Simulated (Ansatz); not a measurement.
The relaxed structure here is a generated cell of Te2Mo: the first start was made by placing the elements on the sites of a structure type, and the end was not matched to a known phase here, so it may be hypothetical. Known forms of Te2Mo include space group No. 194.

A relaxed structure of Te2Mo. Space group Pa-3 (No. 205). Method: r2SCAN (plane waves to 500 eV, PAW, scalar-relativistic; Ansatz, a first-principles code).

```xyz
12
Lattice="6.6764 0.0000 0.0000 0.0000 6.6764 0.0000 0.0000 0.0000 6.6764" Properties=species:S:1:pos:R:3 pbc="T T T"
Mo     0.0000     0.0000     0.0000
Mo     3.3382     3.3382     0.0000
Mo     0.0000     3.3382     3.3382
Mo     3.3382     0.0000     3.3382
Te     2.4400     2.4400     2.4400
Te     5.7782     0.8982     4.2364
Te     4.2364     5.7782     0.8982
Te     0.8982     4.2364     5.7782
Te     4.2364     4.2364     4.2364
Te     0.8982     5.7782     2.4400
Te     2.4400     0.8982     5.7782
Te     5.7782     2.4400     0.8982
```

```json
{
  "volume_per_atom": "24.80 Å³",
  "band_gap": "no gap (metallic)",
  "shortest_distances": "Mo–Te 2.75 Å; Te–Te 3.11 Å",
  "k-mesh": "6×6×6"
}
```

Band energies at high-symmetry points (eV from the Fermi level; labels of this space group; no spin-orbit coupling), from −5 eV up to 3.3 eV:

```csv
point,energies
Γ,-4.40 -4.40 -4.40 -4.26 -4.26 -4.26 -3.62 -3.62 -3.29 -3.29 -3.19 -3.19 -3.19 -2.16 -1.16 -1.16 -1.16 -0.74 -0.64 -0.64 -0.64 -0.32 -0.32 -0.15 -0.15 -0.15 0.15 0.58 0.58 0.58 1.73 1.73 1.73 2.16 2.16 2.16
X,-4.87 -4.87 -4.87 -4.87 -4.00 -4.00 -3.75 -3.75 -3.06 -3.06 -2.97 -2.97 -2.60 -2.60 -2.34 -2.34 -1.77 -1.77 -1.00 -1.00 -0.24 -0.24 -0.17 -0.17 -0.02 -0.02 0.27 0.27 0.54 0.54 1.35 1.35 1.61 1.61 2.80 2.80 3.07 3.07
M,-4.36 -4.36 -4.36 -4.36 -3.22 -3.22 -3.22 -3.22 -2.42 -2.42 -2.42 -2.42 -2.22 -2.22 -2.22 -2.22 -0.91 -0.91 -0.91 -0.91 -0.02 -0.02 -0.02 -0.02 0.14 0.14 0.14 0.14 1.73 1.73 1.73 1.73 3.03 3.03 3.03 3.03
R,-3.79 -3.79 -3.79 -3.79 -3.66 -3.66 -3.66 -3.66 -2.09 -2.09 -2.09 -2.09 -1.48 -1.48 -1.48 -1.48 -1.47 -1.47 -1.47 -1.47 -0.79 -0.79 -0.79 -0.79 -0.20 -0.20 -0.20 -0.20 2.12 2.12 2.12 2.12 2.78 2.78 2.78 2.78
X1,-4.87 -4.87 -4.87 -4.87 -4.00 -4.00 -3.75 -3.75 -3.06 -3.06 -2.97 -2.97 -2.60 -2.60 -2.34 -2.34 -1.77 -1.77 -1.00 -1.00 -0.24 -0.24 -0.17 -0.17 -0.02 -0.02 0.27 0.27 0.54 0.54 1.35 1.35 1.61 1.61 2.80 2.80 3.07 3.07
```

No spin polarisation in the result. A magnetic state may lie lower.

The run could not lose the symmetry of its start: the end is stationary, and may be a saddle point rather than a minimum.
